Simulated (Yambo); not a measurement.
Yambo run on CaB$_{2}$C$_{2}$ (space group I4/mcm, No. 140). The wavefunctions are PBEsol (pw.x of Quantum ESPRESSO, ONCV potentials, no spin-orbit coupling) ones on a 4×4×4 mesh (24 occupied bands); a = b = c = 5.2935 Å, α = β = 119.31°, γ = 91.19°.

Yambo input:

```
rim_cut
HF_and_locXC
RandQpts= 1000000
RandGvec= 1 Ry
EXXRLvcs= 82 Ry
VXCRLvcs= 328 Ry
% QPkrange
 1 | 1 | 24 | 25 |
 2 | 2 | 24 | 25 |
 3 | 3 | 24 | 25 |
 6 | 6 | 24 | 25 |
 8 | 8 | 24 | 25 |
 13 | 13 | 24 | 25 |
%
```

k points by index: 1 = Γ, 2 = (0, 0, 0.25), 3 = X, 6 = N, 8 = P, 13 = Z.

Resulting energies as the program prints them:

```
#    K-point    Band    Eo [eV]    Ehf [eV]    Vxc [eV]    Vnlxc [eV]
#
    1    24    -0.160955    -3.353995    -15.48935    -18.68239
    1    25    1.739447    6.764476    -10.46746    -5.442432
    2    24    0.000000    -0.842541    -12.93537    -13.77791
    2    25    1.417613    5.113228    -11.91479    -8.219176
    3    24    -0.200425    -1.761255    -13.31159    -14.87242
    3    25    2.702674    8.156451    -12.03474    -6.580958
    6    24    -0.550552    -1.977237    -12.85281    -14.27950
    6    25    1.988080    6.238371    -11.69716    -7.446864
    8    24    -1.563300    -3.828534    -12.45015    -14.71538
    8    25    3.510142    9.201875    -12.67231    -6.980575
    13    24    -0.126634    -3.068624    -14.70068    -17.64267
    13    25    0.616205    4.189431    -11.38005    -7.806820
```
Exchange alone, without screening.

Geometry of the Materials Project entry, not relaxed at this level.

The structure is a Materials Project entry; no match was found in the copy of COD used, and its stability was not checked.
